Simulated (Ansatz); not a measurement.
**WC (Fm-3m), ideal shear of a crystal plane**

Method: DFT r2SCAN, scalar-relativistic, plane waves, PAW in Ansatz 0.2.0. Cutoff 500 eV, Γ-centred 19×19×7 k-points, Gaussian smearing of 0.15 eV. Spin–orbit coupling is left out, which can shift energies with elements as heavy as these. No spin polarisation. Energies are free energies at this smearing, counted from the undisturbed cell; pressure is positive in compression.

Zero of the scan (relaxed at this level; this rock-salt form isn't the usual structure):

```
CELL_PARAMETERS angstrom
-2.18242 -2.18242 0.00000
2.18242 -2.18242 0.00000
0.00000 0.00000 8.72966
ATOMIC_POSITIONS crystal
W 0.50000 0.50000 0.12500
W 0.00000 0.00000 0.37500
W 0.50000 0.50000 0.62500
W 0.00000 0.00000 0.87500
C 0.00000 0.00000 0.12500
C 0.50000 0.50000 0.37500
C 0.00000 0.00000 0.62500
C 0.50000 0.50000 0.87500
```

The cut lies on the cell's a–b face, a (0 0 1) plane (indices in the standard cell, whose axes needn't be the Cartesian ones shown) of area 9.53 Å², between layers 2.18 Å apart. Vector c is tilted by f times 1·a + 0·b (length 3.086 Å) with the atoms' Cartesian places fixed: one unrelaxed fault a cell. The traction is dγ/du, the slope of γ against the slip u in Å. Some rows repeat others by symmetry and weren't run.

| f | γ (mJ/m²) | traction (GPa) |
| --- | --- | --- |
| 0.0000 | 0 | 0.0 |
| 0.1000 | 122 | 7.2 |
| 0.2000 | 498 | 18.5 |
| 0.3000 | 1234 | 26.9 |
| 0.4000 | 1966 | 17.1 |
| 0.5000 | 2224 | 0.0 |
| 0.6000 | 1966 | -17.1 |
| 0.8000 | 498 | -18.5 |

Read off the first barrier and the stress needed to climb it, and compare with Frenkel's sinusoid.

The first sampled maximum lies at f = 0.500, a slip of 1.54 Å, with γ ≈ 2224 mJ/m², which stands in for the unstable fault energy γ_us, and the steepest sampled slope before it is 26.9 GPa. A sinusoid γ = γ_us sin²(πu/λ) with its maximum there has λ = 3.09 Å and a largest slope πγ_us/λ = 22.6 GPa (1 mJ/m² per Å = 0.01 GPa).

Is there a metastable fault on this line?

Apart from points where γ returns to about zero, no local minimum shows among the samples, so at this sampling the line offers no fault for a dislocation to split on; a fault can still lie off the line.

The cut is rigid; relaxing the faces lowers these energies and usually the stresses.

In a metal these slopes depend on the k mesh and the smearing.

Cost: 6 runs of about 17 core-minutes in all, on Intel Xeon Platinum 8488C (Sapphire Rapids) (shared hosts).